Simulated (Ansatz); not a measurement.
# Is this Na₂GeO₂ structure a true minimum?

It was reached by relaxing an invented guess, and it needn't be the stable form of this composition.

Level of theory: Ansatz 0.2.0, DFT PBE, scalar-relativistic, plane waves, PAW. Cutoff 420 eV; k points 8×8×8 on the computed 10-atom cell (Γ-centred); Gaussian smearing, width 0.01 eV; no spin polarisation.

The cell below (10 atoms, space group Cmcm (No. 63)) is relaxed within its symmetry.

```
Na Ge O
1.0
     5.54291   -3.11849    0.00000
     5.54291    3.11849    0.00000
     0.00000    0.00000    4.57068
Na Ge O
4 2 4
Direct
  0.81928 0.51743 0.75000
  0.51743 0.81928 0.25000
  0.18072 0.48257 0.25000
  0.48257 0.18072 0.75000
  0.11286 0.88714 0.75000
  0.88714 0.11286 0.25000
  0.14510 0.58904 0.75000
  0.41096 0.85490 0.75000
  0.85490 0.41096 0.25000
  0.58904 0.14510 0.25000
```

For the test it was strained at random (σ = 1.5 % a component), the atoms were moved at random (σ = 0.15 Å), and all was relaxed again on a coarse 6×4×4 mesh (in the run’s order of axes) with 0.20 eV smearing, with no symmetry imposed.

**Question.** Is the structure stable against such a distortion?

**Answer.** It returns, within 1 meV/atom of the unmoved cell on that mesh and with the same symmetry when read at 0.1 Å. No instability shows in this cell; modes of other wave vectors, which need another repeat, aren't tested.
